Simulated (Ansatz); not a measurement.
SiO2:
```yaml
crystal:
  lattice:
    - [-4.94405, 4.28113, 2.56014]
    - [4.94405, -4.28113, 2.56014]
    - [4.94405, 4.28113, -2.56014]
  atoms:
    - { symbol: Si, position: [0.14959, 0.59227, 0.74252] }
    - { symbol: Si, position: [0.84974, 0.40707, 0.25748] }
    - { symbol: Si, position: [0.14959, 0.90707, 0.05732] }
    - { symbol: Si, position: [0.84974, 0.09227, 0.94268] }
    - { symbol: O, position: [0.07862, 0.35056, 0.84673] }
    - { symbol: O, position: [0.50382, 0.23188, 0.15327] }
    - { symbol: O, position: [0.07862, 0.73188, 0.22806] }
    - { symbol: O, position: [0.50382, 0.85056, 0.77194] }
    - { symbol: O, position: [0.93709, 0.93709, 0.00000] }
    - { symbol: O, position: [0.93709, 0.43709, 0.50000] }
    - { symbol: O, position: [0.87748, 0.22570, 0.15178] }
    - { symbol: O, position: [0.07391, 0.72570, 0.84822] }
```

Cartesian axes are those of the cell as given.

**Question.** Give the proper piezoelectric stress tensor with relaxed ions from plane-wave PAW PBEsol (Ansatz code).

**Answer.** In C/m², rows x, y, z, Voigt columns; mesh uncertainty up to 0.00.
```
 0.00   0.00   0.00   0.00  -0.05   0.00
 0.00   0.00   0.00  -0.05   0.00   0.00
-0.18  -0.18   0.13   0.00   0.00   0.00
```

The elastic tensor of the same run (GPa):

|  | 1 | 2 | 3 | 4 | 5 | 6 |
|---|---|---|---|---|---|---|
| 1 | 59.8 | 51.5 | -0.1 | 0.0 | 0.0 | 0.0 |
| 2 | 51.5 | 66.3 | -14.2 | 0.0 | 0.0 | 0.0 |
| 3 | -0.1 | -14.2 | 59.5 | 0.0 | 0.0 | 0.0 |
| 4 | 0.0 | 0.0 | 0.0 | 10.7 | 0.0 | 0.0 |
| 5 | 0.0 | 0.0 | 0.0 | 0.0 | 19.3 | 0.0 |
| 6 | 0.0 | 0.0 | 0.0 | 0.0 | 0.0 | 45.6 |

**Question.** Convert to strain constants d = e·S.

**Answer.** In pC/N:
```
 0.0   0.0   0.0   0.0  -2.5   0.0
 0.0   0.0   0.0  -4.4   0.0   0.0
-3.6   0.6   2.3   0.0   0.0   0.0
```

Space group Ima2. The workflow started from a Materials Project entry (that database holds measured and hypothetical structures alike); the Crystallography Open Database copy checked does not list it. It is not the phase usual at ambient conditions (space group No. 92, 152, 154). The PBEsol relaxation kept the symmetry of its start; whether a distortion lowers the energy is not shown. Signs of piezoelectric constants follow the polarity of the cell as given.

Potentials: the earlier of the program's two PAW sets. The files were generated under PBE; for other functionals the program regenerates the frozen cores, and for LDA and PBEsol the local potential too.
